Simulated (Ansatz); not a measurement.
Input:

SiB2Mo2:
```
SiB2Mo2
1.0
    3.12723     0.00000     0.00000
   -1.56362     2.70826     0.00000
    0.00000     0.00000     6.62979
Mo Si B
2 1 2
Direct
  0.33333   0.66667   0.72711
  0.33333   0.66667   0.27289
  0.00000   0.00000   0.00000
  0.00000   0.00000   0.50000
  0.66667   0.33333   0.50000
```

This is the PBE-relaxed structure.

Task: All from the program Ansatz at the PBE level (PAW), unless another level is named. Give the electronic character.

Result: metallic (no gap).

Task: Next, the formation energy from the elements (no fitted shifts)?

Result: -0.40 eV/atom.

Task: What about the gap with spin–orbit coupling?

Result: none (metallic).

Space group P-6m2. The start of the workflow was typed in or built on a structure type; neither database checked (COD, Materials Project) lists it. Whether it is the stable phase at ambient conditions was not checked. The PBE relaxation kept the symmetry of its start; its stability against distortions is not shown here. No spin polarisation was allowed. The references are the lowest solids computed at this level, not always the standard phases. Scalar-relativistic: spin–orbit coupling is off unless named, which matters more the heavier the elements.

Potentials: the earlier of the program's two PAW sets.
